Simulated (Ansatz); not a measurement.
An Ansatz (a first-principles code) run. Input:

Ansatz 0.2 input:
```yaml
crystal:
  lattice:
    - [0.0, 5.6209323949, 5.6209323949]
    - [5.6209323949, 0.0, 5.6209323949]
    - [5.6209323949, 5.6209323949, 0.0]
  atoms:
    - { symbol: Cs, position: [0.25, 0.25, 0.25] }
    - { symbol: Cs, position: [0.75, 0.75, 0.75] }
    - { symbol: I, position: [0.0, 0.0, 0.0] }
    - { symbol: Br, position: [0.5, 0.5, 0.5] }
    - { symbol: Cl, position: [0.2290907351, 0.7709092649, 0.7709092649] }
    - { symbol: Cl, position: [0.7709092649, 0.2290907351, 0.2290907351] }
    - { symbol: Cl, position: [0.7709092649, 0.2290907351, 0.7709092649] }
    - { symbol: Cl, position: [0.2290907351, 0.7709092649, 0.2290907351] }
    - { symbol: Cl, position: [0.7709092649, 0.7709092649, 0.2290907351] }
    - { symbol: Cl, position: [0.2290907351, 0.2290907351, 0.7709092649] }
kpoints:
  mp_grid: { grid: [5, 5, 5] }
hamiltonian:
  xc: r2scan
  pseudopotentials: { kind: paw }
scf:
  occupations: { method: fixed }
checkpoint: { read: static.run }
output: { write_density: true, elf: true, volumetric_format: npy }
basis: { fft_grid_basis: typed }
```

Output (shortened):

```
Pseudopotential: Cs, paw, valence charge 9
Pseudopotential: I, paw, valence charge 17
Pseudopotential: Br, paw, valence charge 7
Pseudopotential: Cl, paw, valence charge 7
Functional definition: r2SCAN
Crystal: 10 atoms, lattice volume = 355.185 Å³
Basis set: ecut = 500 eV, 9185 PW (Γ), exchange–correlation on 240×240×240 points (64 copies of the dense FFT grid, shifted against one another)
Bands: 52, of which v1, the nominal top of the filled ones, is band 42 counted from 1 (41 counted from 0)
Symmetry: 48 space group operations
Space group: Fm-3m (ITA 225), of the structure as read, at distance tolerance 7.1e-5 Å
k-points: 10 of 125
Stability of the state it starts from, as read at its close in the unpolarized treatment …
iter 1 solved again at ethr=6.68e-8 eV; its pass at ethr=3.10e-3 eV (dr2=5.61e-5 eV) is discarded
SCF iter   1: F=—  HF=-28203.879122 eV  |F-HF|=—  |Δ(HF+E_count)|=         —  Δρ=4.31e-7  dr2=7.62e-10  dr2_τ=8.13e-11  ethr=6.68e-8  ⟨swp⟩=4.2  Hψ=3529  notcnv=0  defer=75
preconditioner: auto → Resta (q_TF=auto, 2.146 Å⁻¹)
SCF iter   2: F=-28203.879122 eV  HF=-28203.879122 eV  |F-HF|=6.66e-10  |Δ(HF+E_count)|=   3.54e-7  Δρ=2.82e-7  dr2=7.32e-10  dr2_τ=7.43e-11  ethr=1.00e-12  ⟨swp⟩=22.9  Hψ=4131  notcnv=0
SCF 1 converged in 2 iterations: F = -28203.879122 eV  dr2 = 7.32e-10
SCF converged after 2 iterations
Free energy (F): -28203.879122 eV
Harris-Foulkes:  -28203.879122 eV  (|F-HF|=6.66e-10)
Internal energy: -28203.879122 eV  (E = F + TS)
E sigma→0 (E₀):  -28203.879122 eV
Fermi energy:    2.804203 eV
--- Per-component energies (eV) ---
  E_band       = -806.450262
  E_kinetic    = 1566.220256
  E_local      = -5504.854199  (includes V_loc(G=0)·N_el)
  E_nonlocal   = 202.729796
  E_hartree    = 2314.915899
  E_xc         = -1319.463580
  E_vxc        = -1337.422636  (∫ρ·V_xc dr)
  E_paw        = -21285.635936  (= ΣΔE_a)
  E_vpaw       = -434.326584  (= ΣTr[D̂ρ^β])
  E_aug_tail   = 0.000186  (compensation charges beyond the density's cutoff)
  E_vtau       = 71.372280  (kinetic-family band-sum trace: ∫τ·v_τ [+ j·A + Jᵃ·Aᵃ] dr)
  E_ewald      = -4176.987721
  E_core_change = -0.803823  (= ΣΔE_core)
  E_smearing   =  0.000000  (= −TS)
  E_closure    = 0.000000  (closes the sum)
  Σ components = -28203.879122   (vs F -28203.879122, Δ=0.00e0)
  [band-id]    e_kinetic+e_local+e_nonlocal+2·e_hartree+e_vxc+e_vpaw+e_augmentation_tail+e_vtau = -806.449103   (vs E_band -806.450262, Δ=1.16e-3)
--- Band table (eV; the first three rows and the last of 10) ---
  k-point 0: bands = ["-46.1453", "-46.1453", "-46.1453", "-46.1362", "-46.1362", "-18.7766", "-18.7707", "-14.5941", "-12.7403", "-12.7403", "-12.7403", "-12.4348", "-12.4348", "-11.2099", "-10.0794", "-5.2702", "-5.2702", "-5.2702", "-5.2219", "-5.2219", …
  k-point 1: bands = ["-46.1453", "-46.1453", "-46.1453", "-46.1362", "-46.1362", "-18.7759", "-18.7711", "-14.5881", "-12.7863", "-12.7342", "-12.7342", "-12.4425", "-12.4425", "-11.0964", "-10.1652", "-5.2602", "-5.2602", "-5.2476", "-5.2199", "-5.2199", …
  k-point 2: bands = ["-46.1452", "-46.1452", "-46.1452", "-46.1362", "-46.1362", "-18.7742", "-18.7724", "-14.5780", "-12.8547", "-12.7235", "-12.7235", "-12.4558", "-12.4558", "-10.8573", "-10.3657", "-5.2385", "-5.2385", "-5.2221", "-5.2221", "-5.2062", …
  k-point 9: bands = ["-46.1453", "-46.1452", "-46.1452", "-46.1362", "-46.1362", "-18.7737", "-18.7727", "-14.5745", "-12.8080", "-12.7435", "-12.7329", "-12.5205", "-12.4480", "-10.7895", "-10.3886", "-5.2270", "-5.2243", "-5.2176", "-5.2044", "-5.1934", …
```

Cost: about 25 core-seconds (a rough figure) on shared cores.

The workflow started from a Materials Project entry (that database holds measured and hypothetical structures alike); the Crystallography Open Database copy checked does not list it. Its standing as an ambient phase is unchecked. The r²SCAN relaxation kept the symmetry of its start; whether a distortion lowers the energy is not shown. Scalar-relativistic: spin–orbit coupling is off unless named, which matters more the heavier the elements.

Potentials: the later of the program's two PAW sets.

Ansatz is a plane-wave DFT program.
